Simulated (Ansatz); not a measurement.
The cell is Tl2HfF6 built on the vacancy-ordered double perovskite prototype; cell and atoms were relaxed with r2SCAN. Around Tl lie 12 F at 3.10 Å; around Hf lie 6 F at 2.00 Å; around F lie 1 Hf at 2.00 Å and 4 Tl at 3.10 Å.

Space group Fm-3m (No. 225). a = 8.739 Å, b = 8.739 Å, c = 8.739 Å, α = 90.00°, β = 90.00°, γ = 90.00°
```csv
atom,site,symmetry,x,y,z
Tl,8c,-43m,0.2500,0.7500,0.7500
Hf,4a,m-3m,0.0000,0.0000,0.0000
F,24e,4m.m,0.7713,0.0000,0.0000
```

The questions ask for values computed with the plane-wave code Ansatz on this geometry. All values are calculated for a non-magnetic cell, which may be hypothetical.

(1) Is there a gap with r2SCAN, and of what kind?

(2) Estimate the gap with PBE+SOC on 6×6×6.

(3) How does the gap change from r2SCAN to PBE0 (4×4×4)?

(4) Order these levels by the gap that they give, smallest first.
A. PBE
B. PBE0
C. HSE06
D. r2SCAN

(5) Roughly how does the cost of the PBE0 run (4×4×4) compare with r2SCAN's (6×6×6)?

(6) Going by these computed values, what does each step up buy?

## Answers

(1) With r2SCAN the gap is 5.28 eV and direct, at X.

(2) The PBE+SOC gap is direct at X: 4.56 eV. Spin-orbit coupling itself accounts for -0.24 eV. The gap differs by -0.72 eV from r2SCAN's.

(3) PBE0 gives a direct gap of 6.75 eV at X. The gap differs by +1.47 eV from r2SCAN's.

(4) A (4.80 eV), D (5.28 eV), C (6.03 eV), B (6.75 eV).

(5) About 20 times as much (15 core-minutes against 50 core-seconds, on 4 threads of Arm Neoverse N1, on a shared host).

(6) r2SCAN covers 39 % of the step from PBE to HSE06, while HSE06 needs about 19 times r2SCAN's cost (on a coarser mesh). For gaps to 0.1 eV, spin-orbit coupling (up to 0.24 eV here) has to be included. Among these functionals the gap stays direct.

Only the levels marked +SOC include spin-orbit coupling.

The meshes of the hybrids are coarse, so their gaps aren't converged to the digits shown.
